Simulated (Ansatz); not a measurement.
# CaTiO₃: computed property card

CaTiO3:
```xyz
20
Lattice="3.7844 -3.8243 0.0000 3.7844 3.8243 0.0000 0.0000 0.0000 7.6397" Properties=species:S:1:pos:R:3 pbc="T T T"
Ca     3.7844    -0.1169     1.9099
Ca     3.7844     0.1169     5.7297
Ca     3.7844     3.7538     1.9099
Ca     3.7844    -3.7538     5.7297
Ti     1.8922     1.9121     3.8198
Ti     1.8922     1.9121     0.0000
Ti     1.8922    -1.9121     3.8198
Ti     1.8922    -1.9121     0.0000
O      5.3233    -1.8734     1.9099
O      2.2456     1.8734     5.7297
O      5.3233     1.8734     5.7297
O      2.2456    -1.8734     1.9099
O      3.7844     1.5846     0.3446
O      3.7844    -1.5846     7.2950
O      3.7844    -1.5846     4.1645
O      3.7844     1.5846     3.4752
O      1.5441     0.0000     0.0000
O      6.0248     0.0000     0.0000
O      6.0248     0.0000     3.8198
O      1.5441     0.0000     3.8198
```

Space group Cmcm (No. 63); conventional cell a = 7.569 Å, b = 7.649 Å, c = 7.640 Å, α = 90.00°, β = 90.00°, γ = 90.00°.

Method: PBEsol (plane waves, PAW; program Ansatz). The cell and atoms are relaxed at this level. Other levels are named where they apply.

Cell and energy:

```
Quantity                                                       Result
-----------------------------------------------------  --------------
Volume per atom                                              11.06 Å³
Density                                                    4.08 g/cm³
Formation energy from the elements (no fitted shifts)  -3199 meV/atom
```

Electronic structure:

```
Item                                                                                                                              Result
----------------------------  ----------------------------------------------------------------------------------------------------------
Band gap                                                                                           2.18 eV (smallest direct gap 2.19 eV)
Valence-band maximum          on the Σ0–Γ line, 73 % of the way from Σ0 (k = 0.135, 0.135, 0.000 in fractions of the reciprocal vectors)
Conduction-band minimum                                                                                                             at Γ
Electron effective mass                                                                             0.48, 0.48, 11 mₑ (principal values)
Hole effective mass                                                                                  1.1, 1.2, 3.9 mₑ (principal values)
HSE06 gap on the PBEsol cell                                                                                                     3.70 eV
```

Mechanics:

```
Quantity                              Value
----------------------------------  -------
Bulk modulus (Birch–Murnaghan fit)  186 GPa
Pressure derivative B′                  4.2
```

Phonons:

```
Quantity                                                                      Result
--------------------------------------------------  --------------------------------
Highest zone-centre frequency (without LO–TO term)                         817 cm^-1
Zone-centre stability                               unstable, softest mode 116i cm⁻¹
Dynamical stability on the path                          unstable, down to 116i cm⁻¹
```

The workflow started from a Materials Project entry (that database holds measured and hypothetical structures alike); the Crystallography Open Database copy checked does not list it. COD files the formula under space group No. 11, 62, 65, 140, 221. Its standing as an ambient phase is unchecked. The PBEsol relaxation kept the symmetry of its start. No spin polarisation was allowed. The references are the lowest solids computed at this level, not always the standard phases (solids in place of the gases).

Potentials: the later of the program's two PAW sets.
